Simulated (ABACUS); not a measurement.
A self-consistent single point of Sn (Fd-3m, 2 atoms in the cell; from Materials Project mp-117, changed as shown).

```xyz
2
Lattice="0.0000 3.2553 3.2553 3.2553 0.0000 3.2553 3.2553 3.2553 0.0000" Properties=species:S:1:pos:R:3 pbc="T T T"
Sn     0.0000     0.0000     0.0000
Sn     1.6276     1.6276     1.6276
```

Level of theory: LDA (PW92), PseudoDojo 0.4 standard norm-conserving LDA (tails mended) pseudopotentials (plane waves; ABACUS).

ABACUS settings:

| setting | value |
|---|---|
| KPT | Gamma 12 12 12 0 0 0 |
| basis_type | pw |
| dft_functional | PWLDA |
| ecutwfc | 72 Ry |
| smearing_method | mv |
| smearing_sigma | 0.00367493 Ry |
| potentials | PseudoDojo 0.4 standard norm-conserving LDA (tails mended) |
| symmetry | 1 |
| ks_solver | dav |
| scf_nmax | 100 |
| scf_thr | 1.0e-09 Ry |
| mixing_type | broyden |
| mixing_beta | 0.4 |

Results:

* **Number of valence electrons**: 28
* **Number of bands**: 24
* **Number of k-points after the program's reduction**: 72
* **Number of plane waves (most at a k-point)**: 4909
* **Number of SCF iterations**: 9
* **FFT grid**: 48 × 48 × 48
* **Free energy E − TS**: -4276.4647 eV
* **Fermi level (on the code's own zero)**: 7.58 eV
* **Pressure**: -0.75 GPa

Stress (GPa, positive for compression):
```
-0.75   0.00   0.00
 0.00  -0.75   0.00
 0.00   0.00  -0.75
```

For comparison: a first run was changed to give this one (volume scaled by 0.94), and from it to this one the free energy drops by 26.1 meV/atom and the pressure goes from -2.93 to -0.75 GPa.

The structure comes from a collection of computed structures, made at another level of theory; the collection holds predicted forms beside known ones. Its lattice was then scaled.

Cost on one core: very roughly 2.1 core-minutes.

“Tails mended”: in these copies of the files the far tail of each local potential was reset to the Coulomb form.
